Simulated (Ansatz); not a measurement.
input.yaml (Ansatz)

```yaml
crystal:
  lattice:
    - [14.0, 0.0, 0.0]
    - [0.0, 14.4, 0.0]
    - [0.0, 0.0, 14.8]
  atoms:
    - { symbol: Si, position: [0.5, 0.5, 0.5], spin: 0.01 }
  symmetry: { detect: false, time_reversal: true }
hamiltonian:
  xc: mr2scan
  pseudopotentials:
    kind: paw
    azcp:
      Si: "pseudopotentials/Si.paw.azcp"
basis:
  ecutwfc: 500
  fft_grid_basis: typed
kpoints:
  mp_grid: { grid: [1, 1, 1], shift: [0, 0, 0] }
magnetization:
  spin_polarized: true
scf:
  occupations: { method: fermi_dirac, width: 0.01 }
```

and its output:

```
Engine: ansatz 0.2.0, aarch64-unknown-linux-gnu
Pseudopotentials: kind: paw
Pseudopotential: Si, paw, valence charge 4, recommended cutoff 500 eV (meta_gga) 
Functional definition: m-r2SCAN
  exchange = m_r2scan_x
  correlation = m_r2scan_c
Crystal: 1 atoms, lattice volume = 2983.680 Å³
Basis set: ecut = 500 eV, 75747 PW (Γ), exchange–correlation on 432×432×432 points (64 copies of the dense FFT grid, shifted against one another)
Bands: 7, of which v1, the nominal top of the filled ones, is band 2 counted from 1 (1 counted from 0)
Symmetry: 1 space group operations
k-points: 1
Non-local potential: Si, projectors of the file, l = 0: 2, l = 1: 2, l = 2: 2
PAW form: soft (Blöchl's): semilocal exchange-correlation on the pseudo side does not see the compensation charge
PAW frozen core: Si, regenerated for the run's functional (the file was generated under x = pbe(κ = 0.804, μ = 0.2195149727645171), c = pbe(β = 0.06672455060314922))
PAW one-centre angular grid: Si, 302 points (default); XC on 160 Gauss nodes
Initial density: superposition of atomic densities (neutral atoms: chi_scale 0, normalization atom)
Starting moments: Σ|m| = 0.01 μB on 1 of 1 site
Initial wavefunctions: pseudopotential atomic-orbital guess
Functional: x = mr2scan, c = mr2scan; τ floored in thin density (d = 2e-4 eV/Å³)
iter 1 solved again at ethr=1.12e-4 eV; its pass at ethr=3.10e-3 eV (dr2=4.49e-3 eV) is discarded
SCF iter   1: F=—  HF=-633.158318 eV  |F-HF|=—  |Δ(HF+E_count)|=         —  Δρ=3.23e-4 (↑2.46e-4 ↓3.23e-4)  dr2=4.56e-3  dr2_τ=3.11e-5  dr2_m=1.54e-3  M=0.159 μB ∫|m|=0.159 μB  β_m=1.00  ethr=1.12e-4  ⟨swp⟩=3.0  Hψ=140  notcnv=0
spin=Collinear: Resta preconditioning applied to the charge; magnetization (m = ρ↑ − ρ↓) channel mixes plain (no charge-response kernel on spin).
SCF iter   2: F=—  HF=-633.163269 eV  |F-HF|=—  |Δ(HF+E_count)|=   4.95e-3  Δρ=1.71e-3 (↑1.67e-3 ↓1.71e-3)  dr2=1.46e-3  dr2_τ=1.25e-3  dr2_m=7.77e-2  M=1.203 μB ∫|m|=1.203 μB  β_m=1.00  ethr=1.12e-4  ⟨swp⟩=3.0  Hψ=27  notcnv=0  κ⁻¹=1.0e0(r=1)
SCF iter   3: F=—  HF=-633.546672 eV  |F-HF|=—  |Δ(HF+E_count)|=   3.83e-1  Δρ=1.27e-3 (↑1.27e-3 ↓1.26e-3)  dr2=1.23e-4  dr2_τ=7.10e-4  dr2_m=4.39e-2  M=2.000 μB ∫|m|=2.000 μB  β_m=1.00  ethr=3.66e-5  ⟨swp⟩=7.5  Hψ=52  notcnv=0  κ⁻¹=2.9e-2(r=2)
SCF iter   4: F=—  HF=-633.707884 eV  |F-HF|=—  |Δ(HF+E_count)|=   1.61e-1  Δρ=1.40e-4 (↑1.40e-4 ↓6.71e-5)  dr2=2.03e-3  dr2_τ=1.69e-6  dr2_m=1.46e-4  M=2.000 μB ∫|m|=2.000 μB  β_m=1.00  ethr=3.07e-6  ⟨swp⟩=10.0  Hψ=69  notcnv=0  κ⁻¹=1.8e-2(r=3)
SCF iter   5: F=—  HF=-633.707777 eV  |F-HF|=—  |Δ(HF+E_count)|=   1.06e-4  Δρ=6.65e-4 (↑6.65e-4 ↓6.04e-5)  dr2=2.36e-2  dr2_τ=6.86e-6  dr2_m=2.65e-3  M=2.000 μB ∫|m|=2.000 μB  β_m=1.00  ethr=3.07e-6  ⟨swp⟩=6.0  Hψ=52  notcnv=0  κ⁻¹=1.1e-3(r=4)
SCF iter   6: F=—  HF=-633.722594 eV  |F-HF|=—  |Δ(HF+E_count)|=   1.48e-2  Δρ=2.29e-3 (↑2.29e-3 ↓2.34e-4)  dr2=2.82e-1  dr2_τ=7.22e-5  dr2_m=2.95e-2  M=2.000 μB ∫|m|=2.000 μB  β_m=1.00  ethr=3.07e-6  ⟨swp⟩=4.5  Hψ=51  notcnv=0  defer=2  κ⁻¹=6.9e-5(r=5)
SCF iter   7: F=—  HF=-633.760660 eV  |F-HF|=—  |Δ(HF+E_count)|=   3.81e-2  Δρ=1.99e-3 (↑1.99e-3 ↓9.19e-4)  dr2=3.54e-1  dr2_τ=7.41e-5  dr2_m=1.13e-2  M=2.000 μB ∫|m|=2.003 μB  β_m=1.00  ethr=3.07e-6  ⟨swp⟩=7.0  Hψ=54  notcnv=0  defer=2  κ⁻¹=6.7e-5(r=6)
SCF iter   8: F=—  HF=-633.758231 eV  |F-HF|=—  |Δ(HF+E_count)|=   2.43e-3  Δρ=1.81e-3 (↑1.81e-3 ↓1.12e-3)  dr2=3.54e-1  dr2_τ=9.06e-5  dr2_m=7.66e-3  M=2.000 μB ∫|m|=2.005 μB  β_m=1.00  ethr=3.07e-6  ⟨swp⟩=7.5  Hψ=48  notcnv=0  defer=2  κ⁻¹=1.7e-6(r=7)
...
SCF iter  37: F=—  HF=-633.723168 eV  |F-HF|=—  |Δ(HF+E_count)|=   4.05e-3  Δρ=3.36e-4 (↑3.36e-4 ↓1.78e-4)  dr2=8.93e-3  dr2_τ=3.30e-4  dr2_m=6.42e-4  M=2.000 μB ∫|m|=2.006 μB  β_m=1.20  ethr=3.07e-6  ⟨swp⟩=5.0  Hψ=45  notcnv=0  defer=3
Mixer restart at iter 37: flushing history
SCF iter  38: F=—  HF=-633.730688 eV  |F-HF|=—  |Δ(HF+E_count)|=   7.52e-3  Δρ=4.75e-4 (↑4.75e-4 ↓1.55e-4)  dr2=1.77e-2  dr2_τ=3.33e-6  dr2_m=7.31e-4  M=2.000 μB ∫|m|=2.005 μB  β_m=1.20  ethr=3.07e-6  ⟨swp⟩=6.0  Hψ=48  notcnv=0  defer=2
SCF iter  39: F=—  HF=-633.687134 eV  |F-HF|=—  |Δ(HF+E_count)|=   4.36e-2  Δρ=1.04e-3 (↑1.04e-3 ↓4.72e-4)  dr2=5.73e-2  dr2_τ=3.06e-3  dr2_m=9.17e-3  M=2.000 μB ∫|m|=2.003 μB  β_m=1.20  ethr=3.07e-6  ⟨swp⟩=9.0  Hψ=66  notcnv=0  defer=2
Mixer restart at iter 39: flushing history
SCF iter  40: F=—  HF=-633.731737 eV  |F-HF|=—  |Δ(HF+E_count)|=   4.46e-2  Δρ=1.13e-3 (↑1.13e-3 ↓3.93e-4)  dr2=1.00e-1  dr2_τ=2.11e-5  dr2_m=4.21e-3  M=2.000 μB ∫|m|=2.005 μB  β_m=1.20  ethr=3.07e-6  ⟨swp⟩=11.5  Hψ=80  notcnv=0  defer=2  κ⁻¹=1.0e0(r=1)
SCF iter  41: F=—  HF=-633.730026 eV  |F-HF|=—  |Δ(HF+E_count)|=   1.71e-3  Δρ=9.71e-4 (↑9.71e-4 ↓3.62e-4)  dr2=7.42e-2  dr2_τ=2.17e-5  dr2_m=3.39e-3  M=2.000 μB ∫|m|=2.006 μB  β_m=1.20  ethr=3.07e-6  ⟨swp⟩=4.5  Hψ=47  notcnv=0  defer=2  κ⁻¹=1.0e0(r=1)
SCF iter  42: F=—  HF=-633.724184 eV  |F-HF|=—  |Δ(HF+E_count)|=   5.84e-3  Δρ=1.24e-3 (↑1.24e-3 ↓5.15e-4)  dr2=1.21e-1  dr2_τ=1.00e-4  dr2_m=6.22e-3  M=2.000 μB ∫|m|=2.006 μB  β_m=1.20  ethr=3.07e-6  ⟨swp⟩=7.5  Hψ=55  notcnv=0  defer=2  κ⁻¹=7.2e-1(r=2)
SCF iter  43: F=—  HF=-633.733433 eV  |F-HF|=—  |Δ(HF+E_count)|=   9.25e-3  Δρ=1.80e-3 (↑1.80e-3 ↓5.62e-4)  dr2=2.45e-1  dr2_τ=2.80e-4  dr2_m=1.15e-2  M=2.000 μB ∫|m|=2.005 μB  β_m=1.20  ethr=3.07e-6  ⟨swp⟩=6.0  Hψ=64  notcnv=0  defer=2  κ⁻¹=3.1e-2(r=3)
SCF iter  44: F=-633.717582 eV  HF=-633.705694 eV  |F-HF|=1.19e-2  |Δ(HF+E_count)|=   2.77e-2  Δρ=1.41e-3 (↑1.41e-3 ↓9.08e-4)  dr2=2.03e-1  dr2_τ=8.48e-4  dr2_m=7.83e-3  M=2.000 μB ∫|m|=2.010 μB  β_m=1.20  ethr=3.07e-6  ⟨swp⟩=7.0  Hψ=59  notcnv=0  defer=2
Mixer restart at iter 44: flushing history
SCF iter  45: F=-633.721491 eV  HF=-633.729966 eV  |F-HF|=8.47e-3  |Δ(HF+E_count)|=   2.43e-2  Δρ=1.70e-3 (↑1.70e-3 ↓7.37e-4)  dr2=2.55e-1  dr2_τ=1.20e-4  dr2_m=8.45e-3  M=2.000 μB ∫|m|=2.007 μB  β_m=1.20  ethr=3.07e-6  ⟨swp⟩=8.0  Hψ=60  notcnv=0  defer=2
SCF iter  46: F=-633.711768 eV  HF=-633.770763 eV  |F-HF|=5.90e-2  |Δ(HF+E_count)|=   4.08e-2  Δρ=2.68e-3 (↑2.68e-3 ↓1.15e-3)  dr2=6.13e-1  dr2_τ=4.25e-3  dr2_m=2.22e-2  M=2.000 μB ∫|m|=2.006 μB  β_m=1.20  ethr=3.07e-6  ⟨swp⟩=7.5  Hψ=65  notcnv=0  defer=2
Mixer restart at iter 46: flushing history
SCF iter  47: F=-633.711732 eV  HF=-633.740227 eV  |F-HF|=2.85e-2  |Δ(HF+E_count)|=   3.05e-2  Δρ=1.99e-3 (↑1.99e-3 ↓1.29e-3)  dr2=4.50e-1  dr2_τ=7.02e-3  dr2_m=8.25e-3  M=2.000 μB ∫|m|=2.008 μB  β_m=1.20  ethr=3.07e-6  ⟨swp⟩=6.0  Hψ=77  notcnv=0  defer=2  κ⁻¹=1.0e0(r=1)
SCF iter  48: F=-633.716067 eV  HF=-633.705887 eV  |F-HF|=1.02e-2  |Δ(HF+E_count)|=   3.43e-2  Δρ=1.38e-3 (↑1.38e-3 ↓1.07e-3)  dr2=2.39e-1  dr2_τ=7.27e-4  dr2_m=5.34e-3  M=2.000 μB ∫|m|=2.009 μB  β_m=1.20  ethr=3.07e-6  ⟨swp⟩=8.0  Hψ=64  notcnv=0  defer=2  κ⁻¹=9.8e-2(r=2)
SCF iter  49: F=-633.725599 eV  HF=-633.732636 eV  |F-HF|=7.04e-3  |Δ(HF+E_count)|=   2.67e-2  Δρ=1.58e-3 (↑1.58e-3 ↓4.41e-4)  dr2=1.82e-1  dr2_τ=3.87e-5  dr2_m=9.21e-3  M=2.000 μB ∫|m|=2.003 μB  β_m=1.20  ethr=3.07e-6  ⟨swp⟩=8.5  Hψ=66  notcnv=0  defer=2  κ⁻¹=4.0e-2(r=3)
SCF iter  50: F=-633.728137 eV  HF=-633.727320 eV  |F-HF|=8.17e-4  |Δ(HF+E_count)|=   5.32e-3  Δρ=1.01e-3 (↑1.01e-3 ↓3.81e-4)  dr2=8.60e-2  dr2_τ=1.98e-5  dr2_m=2.90e-3  M=2.000 μB ∫|m|=2.004 μB  β_m=1.20  ethr=3.07e-6  ⟨swp⟩=6.0  Hψ=60  notcnv=0  defer=2  κ⁻¹=3.1e-2(r=4)
SCF iter  51: F=-633.728789 eV  HF=-633.721459 eV  |F-HF|=7.33e-3  |Δ(HF+E_count)|=   5.86e-3  Δρ=7.43e-4 (↑7.43e-4 ↓7.11e-5)  dr2=2.23e-2  dr2_τ=3.29e-5  dr2_m=4.04e-3  M=2.000 μB ∫|m|=2.008 μB  β_m=1.20  ethr=3.07e-6  ⟨swp⟩=6.5  Hψ=62  notcnv=0  defer=3  κ⁻¹=5.5e-4(r=5)
SCF iter  52: F=-633.730735 eV  HF=-633.729699 eV  |F-HF|=1.04e-3  |Δ(HF+E_count)|=   8.24e-3  Δρ=1.93e-4 (↑1.93e-4 ↓3.67e-5)  dr2=1.92e-3  dr2_τ=1.08e-6  dr2_m=2.50e-4  M=2.000 μB ∫|m|=2.004 μB  β_m=1.20  ethr=3.07e-6  ⟨swp⟩=6.0  Hψ=50  notcnv=0  defer=2  κ⁻¹=4.4e-4(r=6)
Error: SIGTERM received: cancelled by the caller after 52 completed SCF iterations
```

The calculation hadn't finished when its time ran out.
